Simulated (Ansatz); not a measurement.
The relaxed structure here is a generated cell of GaCuSe2: the first start was made by a random draw of sites in a space group, and the end was not matched to a known phase here, so it may be hypothetical. Known forms of GaCuSe2 include space group No. 122.

One starting cell of GaCuSe$_{2}$ (a randomly generated symmetric cell of GaCuSe2 (space group No. 183)) was relaxed twice with Ansatz (plane waves, PAW, scalar-relativistic): with r2SCAN at 500 eV and with PBE at 420 eV. The r2SCAN result:

```cif
data_CuGaSe2
_chemical_formula_sum 'Cu1 Ga1 Se2'
_space_group_name_H-M_alt 'P6mm'
_space_group_IT_number 183
_space_group_name_Hall 'P 6 -2'
_cell_length_a 4.72138
_cell_length_b 4.72138
_cell_length_c 4.75865
_cell_angle_alpha 90.000
_cell_angle_beta 90.000
_cell_angle_gamma 120.000
loop_
_atom_site_label
_atom_site_type_symbol
_atom_site_symmetry_multiplicity
_atom_site_Wyckoff_symbol
_atom_site_fract_x
_atom_site_fract_y
_atom_site_fract_z
_atom_site_occupancy
Cu1 Cu 1 a 0.00000 0.00000 0.48157 1
Ga1 Ga 1 a 0.00000 0.00000 0.98368 1
Se1 Se 2 b 0.33333 0.66667 0.61968 1
```

| quantity | r2SCAN | PBE |
|---|---|---|
| space group | P6mm | P6mm |
| volume (Å³/atom) | 22.97 | ? |
| a (Å) | 4.721 | ? |
| c (Å) | 4.759 | ? |
| gap (eV, no spin-orbit coupling) | 0.00 | ? |

Fill in the PBE column.


- volume (Å³/atom), PBE: 23.68
- a (Å), PBE: 4.753
- c (Å), PBE: 4.841
- gap (eV, no spin-orbit coupling), PBE: 0.00

Both levels end in the same structure; PBE's volume is 3.1 % larger. Neither column is exact.

No spin polarisation in the result.

The run could not lose the symmetry of its start, so the end can be a saddle point.

Ansatz is a first-principles code.
